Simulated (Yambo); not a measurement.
Material: CsH (rock salt, space group Fm-3m, No. 225); a = 4.513 Å, b = 4.513 Å, c = 4.513 Å, α = 60.00°, β = 60.00°, γ = 60.00° (2 atoms in the cell). The geometry is that of Materials Project entry mp-1057286, symmetrised and not relaxed again.

With LDA (pw.x of Quantum ESPRESSO, ONCV potentials, no spin-orbit coupling), the gap between the mesh's edge points (L → L) is 1.961 eV.

### Question
What does a G0W0 run in Yambo give for it (4×4×4 Γ-centred k mesh, 141 bands and a 10 Ry block in the screening, 141 bands in G with the Bruneval-Gonze terminator, plasmon pole fitted at 27.2 eV)?

### Answer
The correction is 2.271 eV, giving 4.231 eV, 2.2 times the LDA value.  Nearest settings tried, and what they do to the gap: 86 bands in W, 86 bands in G: -40 meV; 8 Ry block (181 vectors against 283): -34 meV. Not varied: mesh. So the settings aren't converged at that level.
